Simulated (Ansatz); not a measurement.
Cu3Ge, a known structure type with other elements, at an estimated volume

```
CELL_PARAMETERS angstrom
5.29821 0.00000 0.00000
0.00000 4.16908 0.00000
0.00000 0.00000 4.57441
ATOMIC_POSITIONS crystal
Cu 0.00000 0.50000 0.66700
Cu 0.50000 0.00000 0.33300
Ge 0.00000 0.00000 0.33300
Ge 0.50000 0.50000 0.66700
Cu 0.25000 0.00000 0.83300
Cu 0.75000 0.00000 0.83300
Cu 0.75000 0.50000 0.16700
Cu 0.25000 0.50000 0.16700
```

The numbers come from plane-wave PAW DFT (Ansatz): r2SCAN, no spin polarisation, 500 eV, 5×6×6 Γ-centred k points, gaussian occupations (width 0.0234 eV). Nothing was relaxed.

- At the Fermi level: It is a metal, with about 2.1 states/eV a cell as the mean within 0.25 eV of the Fermi level, mostly Ge p (41 %) and Cu d (30 %).
- Forces: The largest is on Ge3 (and as large on other atoms): 0.29 eV/Å, components (0.00, 0.00, -0.29). It makes 73° with the line to a nearest neighbour, Cu7 at 2.58 Å.
- Contacts: Ge–Cu at 2.58 Å: least valence density 0.30 e/Å³ and ELF 0.32 there. Cu–Cu at 2.58 Å: least valence density 0.25 e/Å³ and ELF 0.22 there. These are pseudo-fields; inside the PAW spheres they differ from the all-electron ones.
- Charges: Bader charges in e: Cu +0.04, Ge -0.12. In the mean Cu gives up most and Ge takes most.

Origin: a known structure type with other elements, at an estimated volume, so it need not be a known compound.
